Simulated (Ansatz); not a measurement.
The relaxed structure here is a generated cell of Ag: the first start was made by placing the elements on the sites of a structure type, and the end was not matched to a known phase here, so it may be hypothetical. Known forms of Ag include space group No. 225.

A relaxed cell of Ag (Fd-3m (No. 227)), relaxed on a k-mesh at least as fine as the one used below. Computed with r2SCAN (plane waves to 500 eV, PAW, scalar-relativistic; Ansatz, a quantum-chemistry and plane-wave program). Γ-centred k-mesh 5×9×9 on the run's cell (coarser than for final values), Fermi–Dirac smearing 0.05 eV.

```xyz
4
Lattice="0.0000 6.0972 6.0972 3.0486 0.0000 3.0486 3.0486 3.0486 0.0000" Properties=species:S:1:pos:R:3 pbc="T T T"
Ag     4.5729     4.5729     4.5729
Ag     4.5729     7.6215     7.6215
Ag     3.0486     3.0486     3.0486
Ag     3.0486     6.0972     6.0972
```

The atoms are displaced by (Å):

```json
[
 {"atom": "Ag1", "ux": "0.034", "uy": "-0.027", "uz": "0.054"},
 {"atom": "Ag2", "ux": "-0.051", "uy": "0.039", "uz": "-0.202"},
 {"atom": "Ag3", "ux": "0.032", "uy": "0.112", "uz": "-0.004"},
 {"atom": "Ag4", "ux": "0.095", "uy": "-0.006", "uz": "0.077"}
]
```

### Question
What forces (eV/Å) and pressure result?

### Answer
| atom | Fx | Fy | Fz |
|---|---|---|---|
| Ag1 | -0.04 | 0.59 | -0.45 |
| Ag2 | 0.64 | 0.63 | 1.46 |
| Ag3 | 0.28 | -0.83 | 0.22 |
| Ag4 | -0.88 | -0.38 | -1.23 |

Pressure +1.6 GPa.

### Question
Estimate the energy cost of the displacement in the harmonic approximation and compare with the calculation.

### Answer
For a harmonic well ΔE = −½ Σ F·u = 0.304 eV a cell, or 76 meV/atom. The calculated energy relative to the undisplaced cell is +0.08 eV/atom, so the harmonic estimate holds well.

The undisplaced cell is probably no minimum: from this displacement the run went on to Fm-3m (No. 225), 0.87 eV/atom below it.

No spin polarisation in the result.
